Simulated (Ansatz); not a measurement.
RbCd4Sb3: reading a single point

```
Rb Cd Sb
1.0
     4.60012    0.00000    0.00000
    -2.30006    3.98382    0.00000
    -2.30006    1.32794   12.65909
Rb Cd Sb
1 4 3
Cartesian
  0.0000 2.6559 6.3295
  -2.3001 3.9838 3.2839
  2.3001 1.3279 9.3752
  -2.3001 3.9838 11.4851
  2.3001 1.3279 1.1740
  -2.3001 3.9838 8.7727
  2.3001 1.3279 3.8863
  0.0000 0.0000 0.0000
```

Level: r2SCAN, no spin polarisation; 500 eV; 8×8×8 Γ-centred mesh; fermi-dirac occupations (width 0.1 eV); Ansatz 0.2.0, fixed geometry.

**Stress.** The pressure is 5.7 GPa (compression positive), so with the atoms held at these fractions the cell would first expand; the forces are large, so a full relaxation may end otherwise.
**Formation energy.** -0.22 eV an atom against the elements' usual phases (free molecules for gases, crystals otherwise, with no correction for O₂ or N₂), so it is bound against them; other compounds may still compete. Relaxing would lower it.
**Electronic structure.** Counting bands on this mesh leaves a gap of 0.10 eV, but it is narrow, so a finer mesh and a narrower smearing would have to settle it.
**Charges.** Bader charges in e: Rb +0.75, Cd +0.30 to +0.38, Sb -0.74 to -0.68. In the mean Rb gives up most and Sb takes most.
**Forces.** The largest is on Sb6 (and as large on other atoms): 0.87 eV/Å, components (0.00, 0.00, -0.87). It makes 180° with the line to a nearest neighbour, Cd4 at 2.71 Å, pointing away from it.
**Contacts.** Cd–Sb at 2.71 Å: least valence density 0.37 e/Å³ and ELF 0.35 there. Rb–Sb at 3.61 Å: least valence density 0.07 e/Å³ and ELF 0.05 there. Rb–Cd at 4.04 Å: least valence density 0.04 e/Å³ and ELF 0.02 there, so no covalent bond. Both are smooth PAW fields, read partly inside the augmentation spheres.

Origin: a known structure type with other elements, at an estimated volume, so it need not be a known compound. Caveats: the gap is not wide against the smearing.
